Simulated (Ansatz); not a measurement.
GaAs:
```xyz
8
Lattice="4.0000 0.0000 0.0000 -2.0000 3.4641 0.0000 0.0000 0.0000 13.1272" Properties=species:S:1:pos:R:3 pbc="T T T"
Ga     2.0000     1.1547    13.1256
As     2.0000     1.1547     2.4644
Ga     0.0000     0.0000     3.2869
As     0.0000     0.0000     5.7365
Ga     0.0000     2.3094     6.5620
As     0.0000     2.3094     9.0280
Ga     0.0000     0.0000     9.8505
As     0.0000     0.0000    12.3001
```

Relaxed with r²SCAN.

Task: Give the Bader charges and basin volumes of the independent atoms, r²SCAN (plane waves, PAW; program Ansatz).

Result: 

```json
[
 {"atom": "Ga1", "Bader charge (e)": "+0.76", "Bader volume (Å³)": "16.8"},
 {"atom": "As2", "Bader charge (e)": "-0.77", "Bader volume (Å³)": "29.0"},
 {"atom": "Ga3", "Bader charge (e)": "+0.77", "Bader volume (Å³)": "16.4"},
 {"atom": "As4", "Bader charge (e)": "-0.77", "Bader volume (Å³)": "28.7"}
]
```

Space group P6_3mc. The start of the workflow was typed in or built on a structure type; the Crystallography Open Database copy checked does not list it. It is not the phase usual at ambient conditions (space group No. 216). The cell was relaxed with r²SCAN under the symmetry of its start; whether a distortion lowers the energy is not shown.

Potentials: the later of the program's two PAW sets.
